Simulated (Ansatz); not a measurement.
The elements of this relaxed trial crystal are hidden behind letters.

```
lattice vectors (Å)
   4.7456    0.0000    0.0000
   0.0000    3.6051    3.7377
   0.0000   -3.6051    3.7377
fractional positions
X 0.0000 0.8956 0.8956
X 0.5000 0.4664 0.4664
Z 0.0000 0.3900 0.7533
Z 0.0000 0.7533 0.3900
Z 0.5000 0.7997 0.7997
```

All numbers below come from Ansatz 0.2.0, DFT PBE, scalar-relativistic, plane waves, PAW. The final run on the 5-atom cell used 420 eV, a Γ-centred 8×8×8 mesh, 0.10 eV smearing and no spin polarisation.

```
Space group                              : Amm2 (No. 38)
Conventional cell                        : a = 4.746 Å, b = 7.210 Å, c = 7.475 Å
Volume per atom                          : 25.58 Å³
Density                                  : 3.61 g/cm³
Formation energy                         : −0.31 eV/atom
Gap on the 8×8×8 mesh of the 5-atom cell : 0 eV (a metal)
```

Energies are uncorrected and count from the elements' standard states at the same level.

Problem. X is an s-block element of period 6 and Z is an s-block element of period 1. Which elements are they?

Solution. X = Ba, Z = H, so the formula is Ba2H3. Density times volume gives a mean mass of 3.61 × 25.58/1.6605 = 55.6 u per atom, and this set has 55.5 u. Among the elements that the hints allow, noble gases aside, only these give it. Ba on its first site has 2 H at 2.48 Å and 4 H at 2.65–2.75 Å; around Ba on its second site lie 1 H at 2.49 Å and 4 H at 2.82 Å; H on a site of symmetry m is surrounded by 1 H at 2.62 Å, 4 Ba at 2.65–2.82 Å and 2 H at 3.20 Å; 1 more site not described.

The cell is a metal run without spin; a magnetic state may lie lower. A structure relaxed within its symmetry needn't be a true minimum.
